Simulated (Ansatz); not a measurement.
Ru:
```
CELL_PARAMETERS angstrom
      2.72076     0.00000     0.00000
     -1.36038     2.35625     0.00000
      0.00000     0.00000     4.29516
ATOMIC_POSITIONS crystal
  Ru 0.66667 0.33333 0.75000
  Ru 0.33333 0.66667 0.25000
```

Relaxed with PBE. Special points in fractions of this cell's reciprocal vectors: Γ (0.000, 0.000, 0.000); M (0.500, 0.000, 0.000); K (0.333, 0.333, 0.000); A (0.000, 0.000, 0.500); L (0.500, 0.000, 0.500); H (0.333, 0.333, 0.500).

### Question
List the band energies nearest the Fermi level at these points for the program Ansatz at the PBE with spin–orbit coupling level (PAW).

### Answer
In eV from the Fermi level; about four levels below and three above (degenerate sets whole), none deeper than 8.9 eV; points with the same levels are listed once.

| k | below | above |
|---|---|---|
| Γ | -1.48 -1.48 -1.34 -1.34 | 1.01 1.01 1.19 1.19 |
| M | -1.85 -1.85 -1.53 -1.53 | 1.32 1.32 1.67 1.67 |
| K | -2.80 -2.80 -1.11 -1.11 | 0.86 0.86 1.00 1.00 |
| A | -2.64 -2.64 -2.64 -2.64 | 0.44 0.44 0.44 0.44 |
| L | -1.11 -1.11 -1.11 -1.11 | 0.37 0.37 0.37 0.37 |
| H | -1.33 -1.33 -1.11 -1.11 | 1.12 1.12 1.16 1.16 |

Space group P6_3/mmc (hcp (Mg type)). Symmetry was held in the PBE relaxation. The run is not spin-polarised.

Potentials: the earlier of the program's two PAW sets.
